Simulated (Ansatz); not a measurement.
# 4 guesses for Lu₃Bi and where they end

Method: DFT PBE, scalar-relativistic, plane waves, PAW (Ansatz 0.2.0). All cells share a 420 eV cutoff and Γ-centred k meshes spaced at most about 0.3 Å⁻¹ (about 0.25 or finer for metals, 2π included). No spin polarisation in the final relaxations.

Each guess was relaxed in cell and atoms at zero pressure, within the symmetry of its start. These are static total energies at zero pressure. Coordination counts all near atoms (those within 1.25 times the shortest distance at each site; a plus sign parts nearer from farther groups).

| guess | made from | start group | V start (Å³/atom) | end group | V end (Å³/atom) | coordination at the end | gap on mesh (eV) | E over the lowest end (meV/atom) |
| --- | --- | --- | --- | --- | --- | --- | --- | --- |
| 1 | Na3Tl type | Fm-3m | 32.1 | Fm-3m (BiF3 (D0_3)) | 28.0 | Lu 8+6, Bi 8+6 | 0 | 194 |
| 2 | TmMg3 type | Pm-3m | 33.2 | ? | ? | ? | ? | ? |
| 3 | Mg3Zn type | P-6m2 | 31.3 | P-6m2 | 29.0 | Lu 12, Bi 12 | 0 | 50 |
| 4 | V3As type | Pm-3n | 20.6 | Pm-3n (A15) | 28.3 | Lu 2+12, Bi 12 | 0 | 0 |

Guess 2 as it starts:

Space group Pm-3m (No. 221). a = 5.102 Å, b = 5.102 Å, c = 5.102 Å, α = 90.00°, β = 90.00°, γ = 90.00°
| atom | site | symmetry | x | y | z |
| --- | --- | --- | --- | --- | --- |
| Lu | 3c | 4/mm.m | 0.5000 | 0.5000 | 0.0000 |
| Bi | 1a | m-3m | 0.0000 | 0.0000 | 0.0000 |

Q: Fill in the missing row: what does this guess relax into, and where does it rank?

A: It ends in the Cu3Au (L1_2) type, space group Pm-3m (No. 221), with a = 4.786 Å, 27.4 Å³/atom and no gap. It lies 15 meV/atom over the lowest end, above guess 4 and below guess 3. Counting all near atoms, this end has Lu 12, Bi 12 and the lowest (guess 4) has Lu 2+12, Bi 12.

```
Lu Bi
1.0
     4.78588    0.00000    0.00000
     0.00000    4.78588    0.00000
     0.00000    0.00000    4.78588
Lu Bi
3 1
Direct
  0.50000 0.50000 0.00000
  0.50000 0.00000 0.50000
  0.00000 0.50000 0.50000
  0.00000 0.00000 0.00000
```

Formation energies are uncorrected and refer to the elements' standard structures at the same level.

Q: Is the lowest end bound against the elements?

A: Yes: its formation energy is −0.24 eV/atom. A negative formation energy is needed for stability but isn't enough: competing phases decide.

Spin–orbit coupling, which can matter for Bi, is left out. A magnetic state wasn't ruled out in cells without spin, among them Pm-3m, Fm-3m. Cells relaxed within their symmetry can be saddle points. A lower structure may well exist outside this small set. Some types were kept out of the candidates beforehand, so the set may lack a known form.
